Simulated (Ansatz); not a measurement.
# Sn, one cell by several methods

```yaml
crystal:
  lattice:
    - [-2.91585, 2.91585, 1.55884]
    - [2.91585, -2.91585, 1.55884]
    - [2.91585, 2.91585, -1.55884]
  atoms:
    - { symbol: Sn, position: [0.00000, 0.00000, 0.00000] }
    - { symbol: Sn, position: [0.75000, 0.25000, 0.50000] }
```

Atom numbers follow the list: Sn1, Sn2.

The cell is COD entry 1534488, as deposited and not checked against the literature; nothing was relaxed. The listed cell was then made from it by scaling, straining or moving an atom.

Spin–orbit coupling is left out, though it moves levels of the heavy atoms by tenths of an eV or more.

Methods: DFT, LDA, PAW with Ansatz's default frozen-core files, scalar-relativistic (Ansatz 0.2.0); DFT, LDA, all-electron LAPW, scalar-relativistic (Ansatz 0.2.0).

For PAW: a Γ-centred 15×15×15 k mesh, Fermi–Dirac smearing of 0.05 eV, cutoff 420 eV, no spin polarisation; the PAW files were made with PBE, and the program remakes their frozen cores for this functional. LAPW targets a basis error of 0.5 meV/atom. The Ansatz runs share mesh, smearing and spin set-up. Plane-wave (PAW) pressures include the program's estimate of the Pulay term.

Stress and pressure are positive in compression.

PAW results:

```csv
quantity,PAW
pressure (GPa),-0.73
stress xx (GPa),-0.76
stress zz (GPa),-0.67
```

Problem. What does all-electron LAPW give for the same quantities?

Solution. 
```csv
quantity,LAPW
pressure (GPa),-0.72
stress xx (GPa),-0.75
stress zz (GPa),-0.65
```
